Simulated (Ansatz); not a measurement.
# Ta (bcc, W type): frozen-phonon scan

Relaxed Ta (bcc, W type):

```
CELL_PARAMETERS angstrom
     -3.31959     3.31959     3.31959
      0.00000     0.00000     3.31959
      0.00000     3.31959     0.00000
ATOMIC_POSITIONS crystal
  Ta 0.00000 0.00000 0.00000
  Ta 0.50000 0.00000 0.00000
```

The atoms are displaced by Q × the pattern below (from a DFPT mode at H = (0.5, 0.5, 0.5), largest move 1; Q in Å), at fixed cell. It is one choice among 3 degenerate patterns. (q is in reciprocal vectors of the primitive cell; the cell shown is doubled to hold the pattern.)

```tsv
atom	x	y	z
Ta1	0.000	0.000	-1.000
Ta2	0.000	0.000	1.000
```

Calculation: PBE (plane waves to 420 eV, PAW, scalar-relativistic; Ansatz, a quantum-chemistry and plane-wave program). k mesh 20×20×20 (Γ-centred), Fermi-Dirac smearing 0.05 eV. Energies are smeared free energies. Compression counts positive. With partly filled bands, energies and forces of such displacements shift with the k mesh and the smearing. Spin-orbit coupling is left out, though Ta is heavy. Ta is run without spin polarisation. Ta was relaxed with its symmetry unable to fall. ΔE is measured from the undisplaced structure.

| Q (Å) | ΔE (eV/cell) | P (GPa) | −dE/dQ from forces (eV/Å) |
|---|---|---|---|
| -0.280 | 1.250 | 15.0 | 7.599 |
| -0.233 | 0.903 | 11.4 | 7.108 |
| -0.187 | 0.595 | 7.8 | 6.074 |
| -0.140 | 0.340 | 4.6 | 4.795 |
| -0.093 | 0.152 | 2.1 | 3.243 |
| -0.047 | 0.038 | 0.5 | 1.624 |
| 0.000 | 0.000 | 0.0 | 0.000 |
| 0.047 | 0.038 | 0.5 | -1.624 |
| 0.093 | 0.152 | 2.1 | -3.243 |
| 0.140 | 0.340 | 4.6 | -4.795 |
| 0.187 | 0.595 | 7.8 | -6.074 |
| 0.233 | 0.903 | 11.4 | -7.108 |
| 0.280 | 1.250 | 15.0 | -7.599 |

Summary:

The energy at Q = 0.280 Å is 1250 meV/cell. Space group of the distorted cell: P4/nmm (No. 129), lowered from Im-3m. Symmetry of the curve: even: the same for both signs. Shape of the curve: a single well with its minimum at or next to zero displacement. Harmonic wavenumber from the curvature (finite differences): 162 cm⁻¹.

The 13 points together took roughly 7 core-minutes.

(For displaced atoms, the force is minus the slope of the energy, and its curvature is a force constant, which sets phonon frequencies.)
